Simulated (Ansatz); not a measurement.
In2Pt:
```
In2Pt
1.0
    0.00000     3.18694     3.18694
    3.18694     0.00000     3.18694
    3.18694     3.18694     0.00000
Pt In
1 2
Direct
  0.00000   0.00000   0.00000
  0.25000   0.25000   0.25000
  0.75000   0.75000   0.75000
```

Relaxed with PBEsol. Special points in fractions of this cell's reciprocal vectors: Γ (0.000, 0.000, 0.000); X (0.500, 0.000, 0.500); U (0.625, 0.250, 0.625); K (0.375, 0.375, 0.750); L (0.500, 0.500, 0.500); W (0.500, 0.250, 0.750).

### Question
List the band energies nearest the Fermi level at these points for plane-wave PAW PBEsol (Ansatz code).

### Answer
In eV from the Fermi level; about four levels below and three above (degenerate sets whole), none deeper than 8.9 eV; points with the same levels are listed once.

| k | below | above |
|---|---|---|
| Γ | -4.18 -4.18 -4.18 -2.79 -2.79 | 1.04 4.47 4.47 4.47 |
| X | -2.82 -2.50 -1.51 -1.51 | 1.58 3.55 10.16 10.16 |
| U | -3.09 -2.58 -1.87 -0.53 | 2.47 5.47 7.65 |
| L | -3.76 -3.76 -2.97 -2.79 -2.79 | 1.51 1.51 3.27 |
| W | -2.71 -2.46 -2.46 -0.99 | 4.79 4.79 6.28 |

Space group Fm-3m (fluorite or antifluorite type). The workflow started from an entry of the Crystallography Open Database (COD). Whether it is the stable phase at ambient conditions was not checked. Symmetry was held in the PBEsol relaxation; whether a distortion lowers the energy is not shown. No spin polarisation was allowed. Scalar-relativistic: spin–orbit coupling is off unless named, which matters more the heavier the elements.

Potentials: the later of the program's two PAW sets.
